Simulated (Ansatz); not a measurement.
TlIO₃:
```cif
data_I3O9Tl3
_chemical_formula_sum 'Tl3 I3 O9'
_space_group_name_H-M_alt 'R3m :H'
_space_group_IT_number 160
_space_group_name_Hall 'R 3 -2"'
_cell_length_a 6.28976
_cell_length_b 6.28976
_cell_length_c 7.93240
_cell_angle_alpha 90.000
_cell_angle_beta 90.000
_cell_angle_gamma 120.000
loop_
_atom_site_label
_atom_site_type_symbol
_atom_site_symmetry_multiplicity
_atom_site_Wyckoff_symbol
_atom_site_fract_x
_atom_site_fract_y
_atom_site_fract_z
_atom_site_occupancy
Tl1 Tl 3 a 0.00000 0.00000 0.00568 1
I1 I 3 a 0.00000 0.00000 0.50224 1
O1 O 9 b 0.18584 0.37168 0.27658 1
```
(The calculation used a cell of 5 atoms; values per cell refer to that cell.)

Relaxed with r²SCAN+D4. The program Ansatz at the r²SCAN+D4 level (PAW) gives a gap of 3.07 eV.

**Question.** What gap does HSE06 give on the same cell (Ansatz, PAW)?

**Answer.** 3.77 eV, 0.70 eV more. The hybrid was solved on a coarser mesh and at special points; the gap given is the minimum over both.

Cost on shared cores: the r²SCAN+D4 run (SCF on a 6×6×6 mesh, then bands and DOS) very roughly 120 core-seconds, the HSE06 run (SCF on 4×4×4, then a few points) roughly 90 core-seconds; the tasks are unlike.

The workflow started from a Materials Project entry (that database holds measured and hypothetical structures alike); the Crystallography Open Database copy checked does not list it. Its standing as an ambient phase is unchecked. The r²SCAN+D4 relaxation kept the symmetry of its start; whether a distortion lowers the energy is not shown. Spin–orbit coupling is left out wherever it is not named.

Potentials: the later of the program's two PAW sets.
